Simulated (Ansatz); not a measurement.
Space group R3m:H (No. 160). a = 3.240 Å, b = 3.240 Å, c = 24.819 Å, α = 90.00°, β = 90.00°, γ = 120.00°
```csv
atom,site,symmetry,x,y,z
Mg,3a,3m,0.0000,0.0000,0.2170
Sc,3a,3m,0.0000,0.0000,0.0044
Al,3a,3m,0.6667,0.3333,0.1202
O,3a,3m,0.0000,0.0000,0.1210
O,3a,3m,0.6667,0.3333,0.1953
O,3a,3m,0.0000,0.0000,0.2967
O,3a,3m,0.6667,0.3333,0.0457
```

Equation of state of this MgScAlO₄ structure (not necessarily the ground state), with shape and atoms relaxed at each volume where symmetry leaves them free. Theory: DFT r2SCAN, scalar-relativistic, plane waves, PAW in Ansatz 0.2.0.

Plane waves to 500 eV, a k mesh through Γ of 12×12×12 on the computed 7-atom cell and Gaussian smearing (0.02 eV); no spin polarisation.

```csv
V (Å³/atom),E − E(largest V) (meV/atom),P (GPa),gap on mesh (eV)
10.101,4.55,12.63,5.29
10.424,-13.87,5.85,5.19
10.746,-19.62,0.01,5.08
11.068,-14.48,-4.99,4.91
11.391,0.00,-9.29,4.71
```

Problem. Fit a third-order Birch–Murnaghan equation to E(V).

Solution. V0 = 10.75 Å³/atom, B0 = 180 GPa, B0' = 4.1.

Cost: 5 runs of about 31 core-minutes in all, on Arm Neoverse V2 (shared hosts).